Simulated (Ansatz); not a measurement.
Al3Ru2:
```
CELL_PARAMETERS angstrom
     -1.52510     1.52510     7.06917
      1.52510    -1.52510     7.06917
      1.52510     1.52510    -7.06917
ATOMIC_POSITIONS crystal
  Al 0.00000 0.00000 0.00000
  Al 0.80624 0.80624 0.00000
  Al 0.19376 0.19376 0.00000
  Ru 0.60565 0.60565 0.00000
  Ru 0.39435 0.39435 0.00000
```

This is the LDA-relaxed structure.

Problem. All from plane-wave PAW LDA (Ansatz code), unless another level is named. Estimate the density of states at the Fermi level.

Solution. 0.24 states/eV per atom (mean over ±0.08 eV).

Problem. What about the formation energy from the elements (no fitted shifts)?

Solution. -0.69 eV/atom.

Space group I4/mmm. The first step of the workflow began from a Materials Project structure, measured or hypothetical; the Crystallography Open Database copy checked does not list it. With Al and Ru taken as one species the cell has the higher symmetry I4/mmm, so it may be an ordered model of a mixed-site phase. Its standing as an ambient phase is unchecked. Symmetry was held in the LDA relaxation; of distortions, only those at the zone centre were tested. No spin polarisation was allowed. The references are the lowest solids computed at this level, not always the standard phases. Scalar-relativistic: spin–orbit coupling is off unless named, which matters more the heavier the elements.

Potentials: the later of the program's two PAW sets.
